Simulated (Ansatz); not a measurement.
Problem. Ru (hcp (Mg type), P6_3/mmc) is relaxed with r²SCAN in the plane-wave PAW code Ansatz. What lattice parameters of the conventional cell result?

Solution. a = 2.705 Å, c = 4.266 Å.

Symmetry was held in the r²SCAN relaxation. No spin polarisation was allowed. Axis ratios of metals converge slowly with the k-mesh, so a and c are less sure than the volume.

Potentials: the earlier of the program's two PAW sets.
